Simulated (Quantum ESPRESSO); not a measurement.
# Strain and stress in Ge7

Calculated results; nothing here was measured. They come from pw.x of Quantum ESPRESSO 7.5, a plane-wave density functional program, with PseudoDojo standard norm-conserving files (v0.5 for PBE, v0.4.1 for LDA and PBEsol). The cells are made up: elements, strain and atom displacements were drawn at random, and nothing was relaxed. There is no spin polarisation, spin-orbit coupling or dispersion term.

The cell has 8 sites of a zincblende or diamond lattice. Sites 1 to 4 hold Ge Ge Ge Ge; sites 5 to 8 hold Ge empty Ge Ge. Cell vectors in Å: (5.894, 0.000, 0.000); (0.000, 5.894, 0.000); (0.000, 0.000, 5.929). Settings: PBE, cutoff 1061 eV, 6 x 6 x 6 k mesh shifted by half a step, Fermi-Dirac smearing of 0.1 eV.

Each run adds a strain along z to one cell, with the atoms carried along; the vectors above are those of run 5. Stress is positive in tension and P is minus a third of its trace. E is the free energy for each atom above the lowest run shown.

| run | strain (%) | s_xx (GPa) | s_yy (GPa) | s_zz (GPa) | s_xy (GPa) | P (GPa) | E (meV/atom) |
| --- | --- | --- | --- | --- | --- | --- | --- |
| 1 | -2.47 | 3.00 | 2.16 | 2.23 | -1.21 | -2.47 | 0.00 |
| 2 | -1.97 | 3.10 | 2.28 | 2.50 | -1.19 | -2.63 | 2.15 |
| 4 | -1.22 | 3.25 | 2.45 | 2.89 | -1.14 | -2.86 | 5.82 |
| 5 | 0.58 | 3.55 | 2.81 | 3.80 | -1.05 | -3.39 | 16.77 |
| 6 | 1.25 | 3.65 | 2.93 | 4.12 | -1.01 | -3.57 | 21.58 |
| 7 | 1.66 | 3.71 | 3.00 | 4.32 | -0.99 | -3.68 | 24.73 |
| 3 | -1.55 | ? | ? | ? | ? | ? | ? |

A rerun of one of these cells at 1347 eV and k mesh 8 x 8 x 8 moved values by no more than 0.002 eV in the cell's energy, 0.02 GPa in stress and 0.003 eV/Å in force.

## Worked fit

A parabola through the six runs shown gives s_zz = 3.51 + 0.50 e - 0.008 e² GPa, with e in per cent and a scatter of 0.01 GPa. The slope is a stiffness of 50 ± 1 GPa for each unit of this strain at e = 0. The atoms are clamped, and relaxing them would in general lower it. The error is the larger of the fit's own and the change that a cubic makes, rounded up.

## Withheld run

Question: what s_zz should run 3 give?

The fit gives 2.72 GPa. The calculation gave 2.72 GPa.

| run | strain (%) | s_xx (GPa) | s_yy (GPa) | s_zz (GPa) | s_xy (GPa) | P (GPa) | E (meV/atom) |
| --- | --- | --- | --- | --- | --- | --- | --- |
| 3 | -1.55 | 3.18 | 2.38 | 2.72 | -1.16 | -2.76 | 4.13 |